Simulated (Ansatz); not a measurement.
An Ansatz (a first-principles code) run. Input:

Ansatz 0.2 input:
```yaml
crystal:
  lattice:
    - [1.4487751639, 0.8364507309, 5.4725605498]
    - [-1.4487751639, 0.8364507309, 5.4725605498]
    - [0.0, -1.6729014618, 5.4725605498]
  atoms:
    - { symbol: Cd, position: [0.0, 0.0, 0.0] }
    - { symbol: Si, position: [0.5, 0.5, 0.5] }
    - { symbol: N, position: [0.7737945318, 0.7737945318, 0.7737945318] }
    - { symbol: N, position: [0.2262054682, 0.2262054682, 0.2262054682] }
kpoints:
  mp_grid: { grid: [9, 9, 9] }
  band_path:
    path:
      - [[0.0, 0.0, 0.0], [0.5, 0.5, 0.5], [0.8177590411, 0.1822409589, 0.5]]  # Γ-T-H_2
      - [[0.5, -0.1822409589, 0.1822409589], [0.5, 0.0, 0.0], [0.0, 0.0, 0.0], [0.3411204795, -0.3411204795, 0.0]]  # H_0-L-Γ-S_0
      - [[0.6588795205, 0.0, 0.3411204795], [0.5, 0.0, 0.5], [0.0, 0.0, 0.0]]  # S_2-F-Γ
      - [VBM, CBM]
    npoints: 10
hamiltonian:
  xc: r2scan
  pseudopotentials: { kind: paw }
magnetization: { noncollinear: true, spin_orbit: true }
scf:
  n_extra_bands: 12
  convergence: { dr2_threshold: 0.0000000001 }
  occupations: { method: gaussian, width: 0.01 }
checkpoint: { write: soc.run }
output: { eigenvalues: true }
```

Output (shortened):

```
basis.fft_grid_basis auto: the FFT boxes are laid along the combinations [[1, 0, -1], [0, 1, -1], [0, 0, 1]] of the cell's own vectors, 2.898, 2.898 and 5.723 …
Pseudopotentials: kind: paw_fr
Pseudopotential: Cd, paw_fr, valence charge 20
Pseudopotential: Si, paw_fr, valence charge 4
Pseudopotential: N, paw_fr, valence charge 5
Functional definition: r2SCAN
non-collinear run that drives no moment, with spin-orbit …
Crystal: 4 atoms, lattice volume = 39.791 Å³
Basis set: ecut = 500 eV, 997 PW (Γ), FFT grids on a1−a3, a2−a3, a3, exchange–correlation on 96×96×180 points (64 copies of the dense FFT grid, shifted against one another)
Bands: 46, of which v1, the nominal top of the filled ones, is band 34 counted from 1 (33 counted from 0)
Symmetry: 12 space group operations + 12 with time reversal
k-points: 85 of 729
Projection manifold: j_resolved (fully-relativistic pseudo-atomic orbitals)
PAW frozen core: Cd, regenerated for the run's functional
PAW frozen core: Si, regenerated for the run's functional
PAW frozen core: N, regenerated for the run's functional
Initial density: superposition of atomic densities (chi_scale 0.1, normalization cell, long waves kept (reshape's long-wave potential 0.42 eV rms))
Initial wavefunctions: pseudopotential atomic-orbital guess
Eigensolver: davidson
Functional: x = r2scan, c = r2scan; τ floored in thin density (d = 2e-4 eV/Å³)
SCF iter   1: F=—  HF=-9669.955708 eV  |F-HF|=—  |Δ(HF+E_count)|=         —  Δρ=9.51e-2  dr2=3.56e0  dr2_τ=1.19e-1  dr2_m=0.00e0 (ungated)  ethr=3.10e-3  |M|=0.00e0 ∫|m|=0.00e0 μB  |m|>n=0.0e0 m-floor=0.0e0 τ_xc=0.0e0  β_m=0.30  ⟨swp⟩=6.9  Hψ=9772  notcnv=0  defer=72
all-band conjugate gradients solve this SCF's bands
preconditioner: auto → none
SCF iter   2: F=—  HF=-9669.404637 eV  |F-HF|=—  |Δ(HF+E_count)|=   5.51e-1  Δρ=4.68e-2  dr2=5.76e-1  dr2_τ=1.68e-2  dr2_m=0.00e0 (ungated)  ethr=3.10e-3  |M|=0.00e0 ∫|m|=0.00e0 μB  |m|>n=0.0e0 m-floor=0.0e0 τ_xc=0.0e0  β_m=0.39  ⟨swp⟩=2.7  Hψ=3722  notcnv=0  defer=514
SCF iter   3: F=—  HF=-9669.506603 eV  |F-HF|=—  |Δ(HF+E_count)|=   1.02e-1  Δρ=2.23e-2  dr2=7.79e-2  dr2_τ=1.49e-3  dr2_m=0.00e0 (ungated)  ethr=1.69e-3  |M|=0.00e0 ∫|m|=0.00e0 μB  |m|>n=0.0e0 m-floor=0.0e0 τ_xc=0.0e0  β_m=0.60  ⟨swp⟩=2.9  Hψ=3131  notcnv=0  defer=514
SCF iter   4: F=—  HF=-9669.540775 eV  |F-HF|=—  |Δ(HF+E_count)|=   3.42e-2  Δρ=2.28e-3  dr2=1.82e-3  dr2_τ=4.36e-5  dr2_m=0.00e0 (ungated)  ethr=2.29e-4  |M|=0.00e0 ∫|m|=0.00e0 μB  |m|>n=0.0e0 m-floor=0.0e0 τ_xc=0.0e0  β_m=0.56  ⟨swp⟩=2.4  Hψ=3294  notcnv=0  defer=518
SCF iter   5: F=—  HF=-9669.540779 eV  |F-HF|=—  |Δ(HF+E_count)|=   3.80e-6  Δρ=5.93e-4  dr2=1.64e-4  dr2_τ=2.89e-6  dr2_m=0.00e0 (ungated)  ethr=5.35e-6  |M|=0.00e0 ∫|m|=0.00e0 μB  |m|>n=0.0e0 m-floor=0.0e0 τ_xc=0.0e0  β_m=0.57  ⟨swp⟩=2.8  Hψ=2799  notcnv=0  defer=518
SCF iter   6: F=—  HF=-9669.540775 eV  |F-HF|=—  |Δ(HF+E_count)|=   4.46e-6  Δρ=2.85e-4  dr2=3.98e-5  dr2_τ=7.67e-7  dr2_m=0.00e0 (ungated)  ethr=4.81e-7  |M|=0.00e0 ∫|m|=0.00e0 μB  |m|>n=0.0e0 m-floor=0.0e0 τ_xc=0.0e0  β_m=0.50  ⟨swp⟩=2.0  Hψ=2828  notcnv=0  defer=518
SCF iter   7: F=—  HF=-9669.540773 eV  |F-HF|=—  |Δ(HF+E_count)|=   1.58e-6  Δρ=1.04e-4  dr2=2.42e-6  dr2_τ=2.89e-8  dr2_m=0.00e0 (ungated)  ethr=1.17e-7  |M|=0.00e0 ∫|m|=0.00e0 μB  |m|>n=0.0e0 m-floor=0.0e0 τ_xc=0.0e0  β_m=0.64  ⟨swp⟩=2.6  Hψ=2751  notcnv=0  defer=518
SCF iter   8: F=—  HF=-9669.540770 eV  |F-HF|=—  |Δ(HF+E_count)|=   2.56e-6  Δρ=1.59e-5  dr2=4.16e-8  dr2_τ=5.70e-10  dr2_m=0.00e0 (ungated)  ethr=7.13e-9  |M|=0.00e0 ∫|m|=0.00e0 μB  |m|>n=0.0e0 m-floor=0.0e0 τ_xc=0.0e0  β_m=0.74  ⟨swp⟩=2.0  Hψ=2842  notcnv=0  defer=518
SCF iter  10: F=-9669.540771 eV  HF=-9669.540771 eV  |F-HF|=0.00e0  |Δ(HF+E_count)|=  7.20e-10  Δρ=1.61e-7  dr2=8.78e-12  dr2_τ=1.66e-13  dr2_m=0.00e0 (ungated)  ethr=1.00e-12  |M|=0.00e0 ∫|m|=0.00e0 μB  |m|>n=0.0e0 m-floor=0.0e0 τ_xc=0.0e0  ⟨swp⟩=9.6  Hψ=7626  notcnv=0
SCF 1 converged in 10 iterations: F = -9669.540771 eV  dr2 = 8.78e-12
NSCF: frozen V_eff on 32 k-points
NSCF: frozen V_eff on 32 k-points
NSCF: frozen V_eff on 32 k-points
NSCF: frozen V_eff on 32 k-points
NSCF: frozen V_eff on 32 k-points
NSCF: frozen V_eff on 3 k-points
NSCF: frozen V_eff on 17 k-points
NSCF: frozen V_eff on 10 k-points
NSCF: frozen V_eff on 4 k-points
NSCF: frozen V_eff on 10 k-points
NSCF: frozen V_eff on 8 k-points
NSCF: frozen V_eff on 14 k-points
NSCF: frozen V_eff on 6 k-points
NSCF: frozen V_eff on 7 k-points
NSCF: frozen V_eff on 11 k-points
NSCF: frozen V_eff on 4 k-points
NSCF: frozen V_eff on 84 k-points
SCF converged after 10 iterations
Magnetization: |M| = 0.0000 μB,  M = (+0.0000, +0.0000, +0.0000) μB
Absolute magnetization: 0.0000 μB (∫|m|)
  site 0: m = (+0.0000, +0.0000, +0.0000) μB, |m| = 0.0000 μB  (R = 1.00 Å)
  site 1: m = (+0.0000, +0.0000, +0.0000) μB, |m| = 0.0000 μB  (R = 0.80 Å)
  site 2: m = (+0.0000, +0.0000, +0.0000) μB, |m| = 0.0000 μB  (R = 0.80 Å)
  site 3: m = (+0.0000, +0.0000, +0.0000) μB, |m| = 0.0000 μB  (R = 0.80 Å)
Free energy (F): -9669.540771 eV
Harris-Foulkes:  -9669.540771 eV  (|F-HF|=0.00e0)
Internal energy: -9669.540771 eV  (E = F + TS)
E sigma→0 (E₀):  -9669.540771 eV
Fermi energy:    15.515889 eV
--- Per-component energies (eV) ---
  E_band       = -299.436320
  E_kinetic    = 819.996355
  E_local      = -3561.275973  (includes V_loc(G=0)·N_el)
  E_nonlocal   = 145.290097
  E_hartree    = 1670.703608
  E_xc         = -343.293638
  E_vxc        = -470.731846  (∫ρ·V_xc dr)
  E_paw        = -4874.615915  (= ΣΔE_a)
  E_vpaw       = -603.306468  (= ΣTr[D̂ρ^β])
  E_aug_tail   = 0.000041  (compensation charges beyond the density's cutoff)
  E_vtau       = 29.184238  (kinetic-family band-sum trace: ∫τ·v_τ [+ j·A + Jᵃ·Aᵃ] dr)
  E_ewald      = -3525.644422
  E_core_change = -0.700923  (= ΣΔE_core)
  E_smearing   =  0.000000  (= −TS)
  E_closure    =  0.000000  (closes the sum)
  Σ components = -9669.540771   (vs F -9669.540771, Δ=0.00e0)
  [band-id]    e_kinetic+e_local+e_nonlocal+2·e_hartree+e_vxc+e_vpaw+e_augmentation_tail+e_vtau = -299.436340   (vs E_band -299.436320, Δ=-2.01e-5)
--- Band table (eV; the first three rows and the last of 85) ---
  k-point 0: bands = ["-90.3924", "-90.3924", "-54.5368", "-54.5368", "-48.8516", "-48.8516", "-48.7756", "-48.7756", "-4.3082", "-4.3082", "-0.5070", "-0.5070", "4.7318", "4.7318", "5.2439", "5.2439", "5.8323", "5.8323", "6.3055", "6.3055", "6.6826", "6.6826", "6.9113", "6.9113", "13.3644", "13.3644", "13.3702", "13.3702", "13.3769", "13.3769", "13.9624", "13.9624", "13.9827", "13.9827", "16.3290", "16.3290", "20.8938", "20.8938", "22.4019", "22.4019", "24.8147", "24.8147", "24.8888", "24.8888", "27.3249", "27.3249"]
  k-point 1: bands = ["-90.3916", "-90.3916", "-54.5395", "-54.5395", "-48.8581", "-48.8581", "-48.7768", "-48.7768", "-4.0769", "-4.0769", "-0.4085", "-0.4085", "4.9131", "4.9131", "5.2734", "5.2734", "5.8814", "5.8814", "6.2881", "6.2881", "6.6197", "6.6197", "7.0670", "7.0670", "11.7870", "11.7870", "12.9280", "12.9280", "12.9420", "12.9420", "14.0288", "14.0288", "14.0866", "14.0866", "16.9173", "16.9173", "21.5964", "21.5964", "22.3184", "22.3184", "25.3048", "25.3048", "25.3753", "25.3753", "26.6868", "26.6868"]
  k-point 2: bands = ["-90.3896", "-90.3896", "-54.5465", "-54.5465", "-48.8749", "-48.8749", "-48.7795", "-48.7795", "-3.4082", "-3.4082", "-0.1480", "-0.1480", "4.9633", "4.9633", "5.5185", "5.5185", "6.0936", "6.0936", "6.2188", "6.2188", "6.4940", "6.4940", "7.7160", "7.7160", "9.5517", "9.5517", "11.3701", "11.3701", "12.2392", "12.2392", "13.9731", "13.9731", "14.1448", "14.1448", "17.5475", "17.5475", "21.5711", "21.5711", "23.0217", "23.0217", "25.6343", "25.6343", "26.3252", "26.3252", "26.5618", "26.5618"]
  k-point 84: bands = ["-90.3916", "-90.3916", "-54.5395", "-54.5395", "-48.8581", "-48.8581", "-48.7768", "-48.7768", "-3.9249", "-3.9249", "-0.8573", "-0.8573", "5.0806", "5.0806", "5.2590", "5.2590", "5.8687", "5.8687", "6.2604", "6.2604", "6.5788", "6.5788", "9.2090", "9.2090", "9.7617", "9.7617", "12.3754", "12.3754", "12.7279", "12.7279", "13.5014", "13.5014", "14.2849", "14.2849", "18.7679", "18.7679", "21.3085", "21.3085", "22.3388", "22.3388", "24.3032", "24.3032", "25.6858", "25.6858", "27.4123", "27.4123"]
  band table: 46 of 46 bands, residual norms ≤ 1.0e-3 eV
```

Cost: around 2.9 core-minutes (rough) on shared cores.

Space group R-3m. The start of the workflow was typed in or built on a structure type; neither database checked (COD, Materials Project) lists it. Its standing as an ambient phase is unchecked. The r²SCAN relaxation kept the symmetry of its start; whether a distortion lowers the energy is not shown.

Potentials: the later of the program's two PAW sets.

Ansatz is a plane-wave DFT program.
